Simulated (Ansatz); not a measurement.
An Ansatz (a quantum-chemistry and plane-wave program) run. Input:

Ansatz 0.2 input:
```yaml
crystal:
  lattice:
    - [3.9042871611, 0.0, 0.0]
    - [-1.9521435805, 3.3812118652, 0.0]
    - [0.0, 0.0, 6.453900993]
  atoms:
    - { symbol: Ge, position: [0.6666666667, 0.3333333333, 0.9995767333] }
    - { symbol: Ge, position: [0.3333333333, 0.6666666667, 0.4995767333] }
    - { symbol: Si, position: [0.6666666667, 0.3333333333, 0.6256232667] }
    - { symbol: Si, position: [0.3333333333, 0.6666666667, 0.1256232667] }
kpoints:
  mp_grid: { grid: [7, 7, 4] }
hamiltonian:
  xc: r2scan
  pseudopotentials: { kind: paw }
scf:
  occupations: { method: fixed }
output:
  optics: { e_range: [0.0, 15.0], de: 0.05, sigma: 0.1, bands: { spectra_wanted_up_to: 12 eV } }
```

Output (shortened):

```
output.optics: the spectra are integrated over the Brillouin zone by k·p interpolation around the k-points, where levels, occupations, output.optics.sigma and …
Pseudopotential: Ge, paw, valence charge 14
Pseudopotential: Si, paw, valence charge 4
Functional definition: r2SCAN
Crystal: 4 atoms, lattice volume = 85.199 Å³
Basis set: ecut = 500 eV, 2153 PW (Γ), exchange–correlation on 120×120×192 points (64 copies of the dense FFT grid, shifted against one another)
Bands: 22, of which v1, the nominal top of the filled ones, is band 18 counted from 1 (17 counted from 0)
Symmetry: 12 space group operations
Space group: P63mc (ITA 186), of the structure as read, at distance tolerance 4.4e-5 Å
k-points: 24 of 196 (time reversal used)
SCF iter   1: F=—  HF=-9883.805369 eV  |F-HF|=—  |Δ(HF+E_count)|=         —  Δρ=5.68e-3  dr2=2.60e-2  dr2_τ=1.59e-2  ethr=1.77e-3  ⟨swp⟩=4.1  Hψ=2172  notcnv=0  defer=42
preconditioner: auto → Resta (q_TF=auto, 2.363 Å⁻¹)
SCF iter   2: F=—  HF=-9883.824886 eV  |F-HF|=—  |Δ(HF+E_count)|=   1.95e-2  Δρ=2.20e-3  dr2=3.75e-3  dr2_τ=4.39e-5  ethr=7.23e-5  ⟨swp⟩=2.4  Hψ=1213  notcnv=0  defer=48
SCF iter   3: F=—  HF=-9883.824196 eV  |F-HF|=—  |Δ(HF+E_count)|=   6.90e-4  Δρ=1.38e-3  dr2=1.24e-3  dr2_τ=1.06e-5  ethr=1.04e-5  ⟨swp⟩=2.0  Hψ=935  notcnv=0  defer=48
SCF iter   4: F=—  HF=-9883.824031 eV  |F-HF|=—  |Δ(HF+E_count)|=   1.65e-4  Δρ=1.88e-4  dr2=2.00e-5  dr2_τ=1.54e-7  ethr=3.45e-6  ⟨swp⟩=2.0  Hψ=724  notcnv=0  defer=48
SCF iter   5: F=—  HF=-9883.824035 eV  |F-HF|=—  |Δ(HF+E_count)|=   3.74e-6  Δρ=3.56e-5  dr2=1.39e-6  dr2_τ=1.13e-8  ethr=5.54e-8  ⟨swp⟩=2.0  Hψ=881  notcnv=0  defer=6
SCF iter   6: F=—  HF=-9883.824033 eV  |F-HF|=—  |Δ(HF+E_count)|=   2.10e-6  Δρ=6.15e-6  dr2=3.67e-8  dr2_τ=7.14e-10  ethr=3.86e-9  ⟨swp⟩=2.0  Hψ=960  notcnv=0
SCF iter   7: F=—  HF=-9883.824033 eV  |F-HF|=—  |Δ(HF+E_count)|=   1.97e-8  Δρ=2.42e-6  dr2=5.10e-9  dr2_τ=3.87e-11  ethr=1.02e-10  ⟨swp⟩=2.0  Hψ=953  notcnv=0
SCF iter   8: F=—  HF=-9883.824033 eV  |F-HF|=—  |Δ(HF+E_count)|=   1.14e-9  Δρ=3.79e-7  dr2=1.06e-10  dr2_τ=7.26e-13  ethr=1.42e-11  ⟨swp⟩=2.0  Hψ=960  notcnv=0
SCF iter   9: F=-9883.824033 eV  HF=-9883.824033 eV  |F-HF|=0.00e0  |Δ(HF+E_count)|=  5.46e-12  Δρ=5.58e-8  dr2=2.54e-12  dr2_τ=2.62e-14  ethr=1.00e-12  ⟨swp⟩=5.0  Hψ=2091  notcnv=0
SCF 1 converged in 9 iterations: F = -9883.824033 eV  dr2 = 2.54e-12
NSCF: frozen V_eff on 24 k-points
Optics k sum: 0 of 24 k-points
Optics k sum: 2 of 24 k-points
Optics k sum: 3 of 24 k-points
Optics k sum: 4 of 24 k-points
Optics k sum: 5 of 24 k-points
Optics k sum: 6 of 24 k-points
Optics k sum: 8 of 24 k-points
Optics k sum: 9 of 24 k-points
Optics k sum: 10 of 24 k-points
Optics k sum: 11 of 24 k-points
Optics k sum: 12 of 24 k-points
Optics k sum: 14 of 24 k-points
Optics k sum: 15 of 24 k-points
Optics k sum: 16 of 24 k-points
Optics k sum: 17 of 24 k-points
Optics k sum: 18 of 24 k-points
Optics k sum: 20 of 24 k-points
Optics k sum: 21 of 24 k-points
Optics k sum: 22 of 24 k-points
Optics k sum: 23 of 24 k-points
Optics k sum: 24 of 24 k-points
Optics k sum: 0 of 24 k-points
Optics k sum: 2 of 24 k-points
Optics k sum: 3 of 24 k-points
Optics k sum: 4 of 24 k-points
Optics k sum: 5 of 24 k-points
Optics k sum: 6 of 24 k-points
Optics k sum: 8 of 24 k-points
Optics k sum: 9 of 24 k-points
Optics k sum: 10 of 24 k-points
Optics k sum: 11 of 24 k-points
Optics k sum: 12 of 24 k-points
Optics k sum: 14 of 24 k-points
Optics k sum: 15 of 24 k-points
Optics k sum: 16 of 24 k-points
Optics k sum: 17 of 24 k-points
Optics k sum: 18 of 24 k-points
Optics k sum: 20 of 24 k-points
Optics k sum: 21 of 24 k-points
Optics k sum: 22 of 24 k-points
Optics k sum: 23 of 24 k-points
Optics k sum: 24 of 24 k-points
NSCF: frozen V_eff on 1 k-points
NSCF: frozen V_eff on 1 k-points
NSCF: frozen V_eff on 1 k-points
NSCF: frozen V_eff on 1 k-points
output.optics: what the bands over the 44 summed would add to eps1, eps2 and the energy-loss function is held between a lower and an upper bound (6 Lanczos …
SCF converged after 9 iterations
Free energy (F): -9883.824033 eV
Harris-Foulkes:  -9883.824033 eV  (|F-HF|=0.00e0)
Internal energy: -9883.824033 eV  (E = F + TS)
E sigma→0 (E₀):  -9883.824033 eV
Fermi energy:    7.572444 eV
--- Per-component energies (eV) ---
  E_band       = -322.783307
  E_kinetic    = 303.117188
  E_local      = -5305.749266  (includes V_loc(G=0)·N_el)
  E_nonlocal   = 890.649430
  E_hartree    = 2335.660740
  E_xc         = -241.396652
  E_vxc        = -235.559953  (∫ρ·V_xc dr)
  E_paw        = -5108.058935  (= ΣΔE_a)
  E_vpaw       = -658.072818  (= ΣTr[D̂ρ^β])
  E_aug_tail   = 0.000037  (compensation charges beyond the density's cutoff)
  E_vtau       = 11.510641  (kinetic-family band-sum trace: ∫τ·v_τ [+ j·A + Jᵃ·Aᵃ] dr)
  E_ewald      = -2755.722177
  E_core_change = -2.324397  (= ΣΔE_core)
  E_smearing   =  0.000000  (= −TS)
  E_closure    = 0.000000  (closes the sum)
  Σ components = -9883.824033   (vs F -9883.824033, Δ=0.00e0)
  [band-id]    e_kinetic+e_local+e_nonlocal+2·e_hartree+e_vxc+e_vpaw+e_augmentation_tail+e_vtau = -322.783262   (vs E_band -322.783307, Δ=4.52e-5)
--- Band table (eV; the first three rows and the last of 24) ---
  k-point 0: bands = ["-17.5741", "-17.5741", "-17.5699", "-17.5699", "-17.5666", "-17.5666", "-17.5401", "-17.5401", "-17.5359", "-17.5359", "-5.6120", "-3.3594", "-0.1806", "5.9136", "5.9136", "7.2390", "7.5724", "7.5724", "8.3592", "9.5015", "9.8046", "9.8046"]
  k-point 1: bands = ["-17.5741", "-17.5741", "-17.5694", "-17.5694", "-17.5671", "-17.5671", "-17.5394", "-17.5394", "-17.5365", "-17.5365", "-5.4079", "-3.9447", "0.8106", "5.3400", "6.0838", "6.0838", "7.2008", "7.2008", "8.5662", "9.9942", "10.1676", "10.1676"]
  k-point 2: bands = ["-17.5741", "-17.5741", "-17.5683", "-17.5683", "-17.5683", "-17.5683", "-17.5379", "-17.5379", "-17.5379", "-17.5379", "-4.8154", "-4.8154", "2.8743", "2.8743", "6.5605", "6.5605", "6.5605", "6.5605", "9.1609", "9.1609", "10.9100", "10.9100"]
  k-point 23: bands = ["-17.5740", "-17.5740", "-17.5642", "-17.5642", "-17.5627", "-17.5627", "-17.5384", "-17.5384", "-17.5363", "-17.5363", "-2.4743", "-2.4743", "-0.2617", "-0.2617", "3.1181", "3.1181", "5.2675", "5.2675", "9.3165", "9.3165", "11.8464", "11.8464"]
```

Cost: very roughly 100 core-seconds on shared cores.

Space group P6_3mc (wurtzite). A made-up cell: these elements were put on the sites of a structure type; the Crystallography Open Database copy checked does not list it. Its standing as an ambient phase is unchecked. The cell was relaxed with r²SCAN under the symmetry of its start; whether a distortion lowers the energy is not shown. Scalar-relativistic: spin–orbit coupling is off unless named, which matters more the heavier the elements.

Potentials: the later of the program's two PAW sets.

Ansatz is a plane-wave DFT program.
